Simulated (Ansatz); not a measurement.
Nb4AlC3:
Space group P6₃/mmc (No. 194); a = 3.1422 Å, b = 3.1422 Å, c = 24.2774 Å, α = 90.00°, β = 90.00°, γ = 120.00°

```tsv
atom	site	symmetry	x	y	z
Al	2c	-6m2	0.3333	0.6667	0.2500
Nb	4e	3m.	0.0000	0.0000	0.1570
Nb	4f	3m.	0.3333	0.6667	0.0552
C	4f	3m.	0.6667	0.3333	0.1083
C	2a	-3m.	0.0000	0.0000	0.0000
```

Relaxed with r²SCAN.

### Question
Tabulate the valence density and the electron localisation function along the shortest Al–Nb contact (2.90 Å), r²SCAN (plane waves, PAW; program Ansatz).

### Answer


```
distance from Al (Å)  density (e/Å³)   ELF
--------------------  --------------  ----
0.29                            0.07  0.08
0.43                            0.08  0.02
0.58                            0.13  0.11
0.72                            0.18  0.40
0.87                            0.23  0.62
1.01                            0.24  0.69
1.16                            0.24  0.66
1.30                            0.23  0.54
1.45                            0.23  0.36
1.59                            0.25  0.21
1.74                            0.33  0.18
1.88                            0.56  0.28
2.03                            1.14  0.54
2.17                            2.23  0.73
2.32                            3.71  0.78
2.46                            4.89  0.71
2.61                            5.09  0.47
```

The density is the valence pseudo-density with augmentation charge, so density and ELF within about 1 Å of a nucleus are not all-electron values.

Space group P6_3/mmc. The workflow started from a Materials Project entry (that database holds measured and hypothetical structures alike); the Crystallography Open Database copy checked does not list it. Its standing as an ambient phase is unchecked. The r²SCAN relaxation kept the symmetry of its start; whether a distortion lowers the energy is not shown. The run is not spin-polarised.

Potentials: the later of the program's two PAW sets.
